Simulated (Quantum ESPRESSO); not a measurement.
Simulation results for Li2Mg2Ta2AlAg (simulated cell)

Calculation on a made-up metal alloy cell, not a measurement, run again with a planted mistake, found by running each candidate: no spin or spin-orbit, unrelaxed, 2900 K smearing, stress positive in tension, cell energy less the intended atoms' offsets; periodic Kohn-Sham density functional theory in plane waves with PseudoDojo standard norm-conserving scalar-relativistic pseudopotentials, each functional with its own files (v0.5 for PBE, v0.4.1 for LDA and PBEsol), eight atoms on drawn sites of a strained close-packed or body-centred lattice, each displaced and held fixed; the energy is the cell's free energy, ions and the entropy term -TS included, at the stated Fermi-Dirac width, less a fixed offset for each atom's element (shifted free energy); compositions with an open d shell lost a parallel starting moment in a cheaper test run, and other magnetic orders were not tried; an error bar is the largest change of its kind in a tighter rerun, never given below 0.002 eV, 0.02 GPa or 0.003 eV/angstrom, and covers cutoff and k-mesh only, not smearing or the files. Program: Quantum ESPRESSO 7.5.

## Li2Mg2Ta2AlAg (simulated cell)

```
Li2Mg2Ta2AlAg
1.0
      0.0219    -0.0290    -4.1911
      4.2190    -0.0531    -0.0219
      0.1061    -8.5928    -0.0580
Li Al Ta Mg Ta Mg Ag Li
1 1 1 1 1 1 1 1
Direct
  -0.00646 0.01235 -0.00151
  -0.00333 -0.00011 0.50457
  -0.00371 0.51424 0.25159
  0.00378 0.49884 0.74571
  0.50042 0.00419 0.24296
  0.49479 -0.00718 0.75069
  0.50529 0.48241 -0.00164
  0.51101 0.50970 0.49365
```

* lattice type: face-centred cubic
* intended functional: pbe
* cutoff: 1143 eV
* fermi dirac smearing: 0.25 eV
* intended electrons removed: 0
* healthy entropy term negative ts: -0.944 eV
* healthy pressure: -5.68 GPa
* healthy stress xx: 5.86 GPa
* healthy stress yy: 5.39 GPa
* healthy stress zz: 5.8 GPa
* healthy stress yz: 0.82 GPa
* healthy stress xz: -0.5 GPa
* healthy stress xy: -1.43 GPa
* faulty entropy term negative ts: -0.945 eV
* faulty pressure: -5.62 GPa
* faulty stress xx: 6.68 GPa
* faulty stress yy: 3.48 GPa
* faulty stress zz: 6.71 GPa
* faulty stress yz: 0.8 GPa
* faulty stress xz: -0.47 GPa
* faulty stress xy: -1.71 GPa
* candidate first exchanged site: 6
* candidate second exchanged site: 7
* candidate length scale change: -1.79 percent
* candidate functional: lda
* candidate wrong element site: 8
* candidate wrong element: In
* candidate misplaced site: 6
* candidate misplaced along: x
* candidate misplaced by: 0.12 Å
* k mesh: 6 x 6 x 3 shifted half a step off Gamma on each axis
* structure shown: the intended cell
* healthy shifted free energy: -0.499 eV
* faulty shifted free energy: -0.653 eV
* fault kind: atoms exchanged (first exchanged site 6, second exchanged site 7)

Atoms:
```csv
atoms element,atom site,atom energy offset (eV)
Li,1,-195.67
Al,2,-63.26
Ta,3,-1771.44
Mg,4,-1616.19
Ta,5,-1771.44
Mg,6,-1616.19
Ag,7,-4218.03
Li,8,-195.67
```

Healthy forces:
```csv
site,x (eV/Å),y (eV/Å),z (eV/Å)
1,-0.109,-0.05,-0.087
2,0.08,1.4,-0.058
3,-0.26,-0.405,-0.16
4,-0.046,-0.174,0.105
5,0.037,-0.87,0.087
6,0.089,-0.175,-0.124
7,0.308,0.248,0.078
8,-0.099,0.026,0.159
```

Faulty forces:
```csv
site,x (eV/Å),y (eV/Å),z (eV/Å)
1,-0.201,0.143,-0.131
2,0.084,1.084,-0.035
3,-0.312,-0.624,-0.152
4,-0.002,0.238,0.008
5,-0.03,-1.032,0.082
6,0.066,0.237,-0.074
7,0.487,0.168,0.141
8,-0.092,-0.213,0.162
```

Candidate mistake: atoms exchanged, cell scaled, wrong functional, wrong element, atom misplaced

Notes: heavy elements are run without spin-orbit coupling, which real alloys of them have; a spin test at this wide smearing found no moment, but such smearing suppresses magnetism that the real alloy may have; another functional or element uses other pseudopotential files, so its energy jump is mostly a change of zero; lattice, volume and sites are drawn at random and may be unstable or far from any real phase; energies are for the whole cell, less offsets fitted to these runs, so they are not formation energies; error bars of the healthy run: energy 0.0052 eV, stress 0.032 GPa, force 0.01 eV/Å, from a tighter rerun of this or a related cell; largest difference from healthy 59 error bars; largest difference from nearest other mistake 58 error bars.
